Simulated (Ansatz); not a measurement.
GaSb:
```xyz
2
Lattice="0.0000 2.8693 2.8693 2.8693 0.0000 2.8693 2.8693 2.8693 0.0000" Properties=species:S:1:pos:R:3 pbc="T T T"
Sb     0.0000     0.0000     0.0000
Ga     2.8693     2.8693     2.8693
```

Relaxed with r²SCAN. Special points in fractions of this cell's reciprocal vectors: Γ (0.000, 0.000, 0.000); X (0.500, 0.000, 0.500); U (0.625, 0.250, 0.625); K (0.375, 0.375, 0.750); L (0.500, 0.500, 0.500); W (0.500, 0.250, 0.750).

**Question.** List the band energies nearest the Fermi level at these points for plane-wave PAW r²SCAN (Ansatz code).

**Answer.** In eV from the Fermi level; about four levels below and three above (degenerate sets whole), none deeper than 8.9 eV; points with the same levels are listed once.

```tsv
k	below	above
Γ	–	0.06 0.06 0.06
X	-5.44 -4.00 -2.62 -2.62	3.36 9.55 9.55
U	-6.32 -4.86 -1.92 -0.67	5.79 6.53 7.78
L	-7.82	0.44 0.44 2.25 2.25
W	-8.89 -6.12 -4.35 -4.35	2.31 3.54 7.28 7.28
```

Space group Fm-3m (rock salt). The start of the workflow was typed in or built on a structure type; neither database checked (COD, Materials Project) lists it. It is not the phase usual at ambient conditions (space group No. 216). The r²SCAN relaxation kept the symmetry of its start; its stability against distortions is not shown here. Scalar-relativistic: spin–orbit coupling is off unless named, which matters more the heavier the elements.

Potentials: the later of the program's two PAW sets.
